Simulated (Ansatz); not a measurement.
Input file for Ansatz (an electronic-structure program):

Ansatz 0.2 input:
```yaml
crystal:
  lattice:
    - [2.4883134111, 0.0, 0.0]
    - [-1.2441567055, 2.1549426266, 0.0]
    - [0.0, 0.0, 6.4951040555]
  atoms:
    - { symbol: B, position: [0.6666666667, 0.3333333333, 0.25] }
    - { symbol: N, position: [0.3333333333, 0.6666666667, 0.25] }
    - { symbol: B, position: [0.3333333333, 0.6666666667, 0.75] }
    - { symbol: N, position: [0.6666666667, 0.3333333333, 0.75] }
kpoints:
  mp_grid: { grid: [13, 13, 5] }
hamiltonian:
  xc: lda
  pseudopotentials: { azcp: { folder: ./paw }, kind: paw }
scf:
  occupations: { method: fixed }
elastic: { mode: relaxed_ion, stencil: two_point, amplitude: 0.005, f_tol: 0.0005 }
```

Output (shortened):

```
Pseudopotential: B, paw, valence charge 3
Pseudopotential: N, paw, valence charge 5
Functional definition: SPW92
Crystal: 4 atoms, lattice volume = 34.828 Å³
Basis set: ecut = 420 eV, 663 PW (Γ)
Bands: 12, of which v1, the nominal top of the filled ones, is band 8 counted from 1 (7 counted from 0)
Symmetry: 24 space group operations
Space group: P63/mmc (ITA 194), of the structure as read, at distance tolerance 3.3e-5 Å
k-points: 63 of 845
SCF 1 converged in 10 iterations: F = -1052.703419 eV  dr2 = 2.87e-14
Crystal: 4 atoms, lattice volume = 34.654 Å³
Basis set: ecut = 420 eV, 655 PW (Γ)
Symmetry: 8 space group operations
k-points: 147 of 845
SCF 2 converged in 8 iterations: F = -1052.700772 eV  dr2 = 1.58e-14
relax step   1: F+E_penalty+E_count = -1052.70077192 eV  Δ(F+E_penalty+E_count) = +0.000e0 eV  max|allowed force component| = 7.141e-2 eV/Å  Δτ_max = 0.0000 Å  (8 SCF iters, accepted)
Crystal: 4 atoms, lattice volume = 34.654 Å³
SCF 3 converged in 8 iterations: F = -1052.700847 eV  dr2 = 6.18e-14
relax step   2: F+E_penalty+E_count = -1052.70084699 eV  Δ(F+E_penalty+E_count) = -7.507e-5 eV  max|allowed force component| = 4.378e-2 eV/Å  Δτ_max = 0.0055 Å  (8 SCF iters, accepted)
Crystal: 4 atoms, lattice volume = 34.654 Å³
SCF 4 converged in 7 iterations: F = -1052.700891 eV  dr2 = 6.44e-14
relax step   3: F+E_penalty+E_count = -1052.70089078 eV  Δ(F+E_penalty+E_count) = -4.379e-5 eV  max|allowed force component| = 1.237e-3 eV/Å  Δτ_max = 0.0021 Å  (7 SCF iters, accepted)
Crystal: 4 atoms, lattice volume = 34.654 Å³
SCF 5 converged in 7 iterations: F = -1052.700891 eV  dr2 = 8.29e-15
relax step   4: F+E_penalty+E_count = -1052.70089089 eV  Δ(F+E_penalty+E_count) = -1.049e-7 eV  max|allowed force component| = 1.467e-5 eV/Å  Δτ_max = 0.0006 Å  (7 SCF iters, accepted)
Crystal: 4 atoms, lattice volume = 34.654 Å³
SCF 6 converged in 2 iterations: F = -1052.700891 eV  dr2 = 1.66e-15
Crystal: 4 atoms, lattice volume = 35.002 Å³
Basis set: ecut = 420 eV, 683 PW (Γ)
SCF 7 converged in 8 iterations: F = -1052.700854 eV  dr2 = 1.65e-14
relax step   1: F+E_penalty+E_count = -1052.70085392 eV  Δ(F+E_penalty+E_count) = +0.000e0 eV  max|allowed force component| = 6.653e-2 eV/Å  Δτ_max = 0.0000 Å  (8 SCF iters, accepted)
Crystal: 4 atoms, lattice volume = 35.002 Å³
SCF 8 converged in 8 iterations: F = -1052.700960 eV  dr2 = 6.47e-14
relax step   2: F+E_penalty+E_count = -1052.70096029 eV  Δ(F+E_penalty+E_count) = -1.064e-4 eV  max|allowed force component| = 8.422e-4 eV/Å  Δτ_max = 0.0052 Å  (8 SCF iters, accepted)
Crystal: 4 atoms, lattice volume = 35.002 Å³
SCF 9 converged in 7 iterations: F = -1052.700960 eV  dr2 = 5.11e-16
relax step   3: F+E_penalty+E_count = -1052.70096032 eV  Δ(F+E_penalty+E_count) = -3.249e-8 eV  max|allowed force component| = 3.130e-7 eV/Å  Δτ_max = 0.0003 Å  (7 SCF iters, accepted)
Crystal: 4 atoms, lattice volume = 35.002 Å³
SCF 10 converged in 2 iterations: F = -1052.700960 eV  dr2 = 1.21e-16
Crystal: 4 atoms, lattice volume = 34.654 Å³
Basis set: ecut = 420 eV, 639 PW (Γ)
SCF 11 converged in 8 iterations: F = -1052.703301 eV  dr2 = 2.25e-15
Crystal: 4 atoms, lattice volume = 35.002 Å³
SCF 12 converged in 7 iterations: F = -1052.703309 eV  dr2 = 3.92e-14
Crystal: 4 atoms, lattice volume = 34.828 Å³
Basis set: ecut = 420 eV, 659 PW (Γ)
Symmetry: 4 space group operations
k-points: 231 of 845
SCF 13 converged in 9 iterations: F = -1052.703377 eV  dr2 = 7.36e-15
relax step   1: F+E_penalty+E_count = -1052.70337654 eV  Δ(F+E_penalty+E_count) = +0.000e0 eV  max|allowed force component| = 2.549e-5 eV/Å  Δτ_max = 0.0000 Å  (9 SCF iters, accepted)
Crystal: 4 atoms, lattice volume = 34.828 Å³
SCF 14 converged in 2 iterations: F = -1052.703377 eV  dr2 = 1.63e-15
Crystal: 4 atoms, lattice volume = 34.828 Å³
SCF 15 converged in 9 iterations: F = -1052.703377 eV  dr2 = 1.51e-14
relax step   1: F+E_penalty+E_count = -1052.70337654 eV  Δ(F+E_penalty+E_count) = +0.000e0 eV  max|allowed force component| = 2.547e-5 eV/Å  Δτ_max = 0.0000 Å  (9 SCF iters, accepted)
Crystal: 4 atoms, lattice volume = 34.828 Å³
SCF 16 converged in 2 iterations: F = -1052.703377 eV  dr2 = 3.71e-15
SCF converged after 10 iterations
Free energy (F): -1052.703419 eV
Harris-Foulkes:  -1052.703419 eV  (|F-HF|=2.27e-13)
Internal energy: -1052.703419 eV  (E = F + TS)
E sigma→0 (E₀):  -1052.703419 eV
Fermi energy:    4.850737 eV
--- Per-component energies (eV) ---
  E_band       = -36.870801
  E_kinetic    = 363.762763
  E_local      = -642.852735  (includes V_loc(G=0)·N_el)
  E_nonlocal   = 90.322845
  E_hartree    = 214.285388
  E_xc         = -182.174116
  E_vxc        = -225.882089  (∫ρ·V_xc dr)
  E_paw        = -384.106900  (= ΣΔE_a)
  E_vpaw       = -50.794174  (= ΣTr[D̂ρ^β])
  E_aug_tail   = 0.001809  (compensation charges beyond the density's cutoff)
  E_ewald      = -512.194229
  E_core_change = 0.251757  (= ΣΔE_core)
  E_smearing   =  0.000000  (= −TS)
  E_closure    =  0.000000  (closes the sum)
  Σ components = -1052.703419   (vs F -1052.703419, Δ=0.00e0)
--- Forces (eV/Å), atoms counted from 1 ---
  atom   1  B      0.00000000     0.00000000     0.00000000
  atom   2  N      0.00000000     0.00000000     0.00000000
  atom   3  B      0.00000000     0.00000000     0.00000000
  atom   4  N      0.00000000     0.00000000     0.00000000
  max |Σ_I F_I| component: 1.48e-16 eV/Å
--- Stress (GPa, compression-positive) ---
        0.009865       0.000000       0.000000
        0.000000       0.009865       0.000000
        0.000000       0.000000      -0.018245
  P = ⅓ Tr σ = 0.0005 GPa (0.005 kbar)
--- Band table (eV; the first three rows and the last of 63) ---
  k-point 0: bands = ["-12.9244", "-12.5556", "-1.7175", "0.7191", "3.4867", "3.4867", "3.5317", "3.5317", "9.9017", "15.1708", "16.4041", "16.4041"]
  k-point 1: bands = ["-12.8916", "-12.5935", "-1.5276", "0.4205", "3.4909", "3.4909", "3.5275", "3.5275", "10.4062", "14.6035", "16.4180", "16.4180"]
  k-point 2: bands = ["-12.8035", "-12.6898", "-1.0005", "-0.2694", "3.5023", "3.5023", "3.5165", "3.5165", "11.6802", "13.2502", "16.4546", "16.4546"]
  k-point 62: bands = ["-9.0344", "-9.0186", "-3.3082", "-3.2590", "-2.0881", "-2.0844", "4.5879", "4.7569", "9.3937", "9.5093", "16.1548", "17.0090"]
--- Elastic constants: 3 strain directions × 2 members + reference (group order 24) ---
  dense FFT box of the reference and of every strained cell: 18×18×45
  strains applied: 11, 33, 23; error gains …
  C = ∂σ_k/∂η_j (tension-positive GPa; Voigt order 11 22 33 23 13 12):
       919.188    220.048      2.475      0.000      0.000      0.000
       220.048    919.188      2.475      0.000      0.000      0.000
         2.376      2.376     27.817      0.000      0.000      0.000
         0.000      0.000      0.000      5.366      0.000      0.000
         0.000      0.000      0.000      0.000      5.366      0.000
         0.000      0.000      0.000      0.000      0.000    349.570
  reference stress σ⁰ (GPa):     -0.010     -0.010      0.018      0.000      0.000      0.000
  moduli (Voigt/Reuss/Hill, GPa): K = 257.33/26.73/142.03   G = 181.48/11.70/96.59   E = 236.23   ν = 0.223
  mechanically stable: yes (min eigenvalue of sym C = 5.37 GPa)
  strain η (Voigt 11):  stress-route row diagonal C_11 = 919.19 GPa, energy-path curvature d²(F+E_count+ΔE)/dδ²/Ω₀ = 918.89 GPa
         δ    σ_11 (GPa)             F (eV)   n_scf  n_hpsi   n_pw
    -5.000e-3      -4.6659       -1052.7008909       2   17156    695   relax 4 steps, max|allowed force component| 1.47e-5 eV/Å
     5.000e-3       4.5260       -1052.7009603       2   17098    698   relax 3 steps, max|allowed force component| 3.13e-7 eV/Å
  strain η (Voigt 33):  stress-route row diagonal C_33 = 27.82 GPa, energy-path curvature d²(F+E_count+ΔE)/dδ²/Ω₀ = 27.55 GPa
         δ    σ_33 (GPa)             F (eV)   n_scf  n_hpsi   n_pw
    -5.000e-3      -0.1246       -1052.7033005       8   15227    694   relax 0 steps, max|allowed force component| 3.30e-16 eV/Å
     5.000e-3       0.1536       -1052.7033095       7   14354    698   relax 0 steps, max|allowed force component| 8.49e-16 eV/Å
  strain η (Voigt 23):  stress-route row diagonal C_44 = 5.37 GPa, energy-path curvature d²(F+E_count+ΔE)/dδ²/Ω₀ = 5.25 GPa
         δ    σ_23 (GPa)             F (eV)   n_scf  n_hpsi   n_pw
    -5.000e-3      -0.0268       -1052.7033765       2   26904    696   relax 1 steps, max|allowed force component| 2.55e-5 eV/Å
     5.000e-3       0.0268       -1052.7033765       2   26920    696   relax 1 steps, max|allowed force component| 2.55e-5 eV/Å
```

Cost: very roughly 40 core-seconds on shared cores.

Space group P6_3/mmc. The LDA relaxation kept the symmetry of its start; phonons on a q-mesh show no instability. A crystal of weakly bound layers computed without a dispersion correction: the cell and the soft elastic constants depend strongly on that.

Potentials: the earlier of the program's two PAW sets.

Ansatz is a plane-wave DFT program.
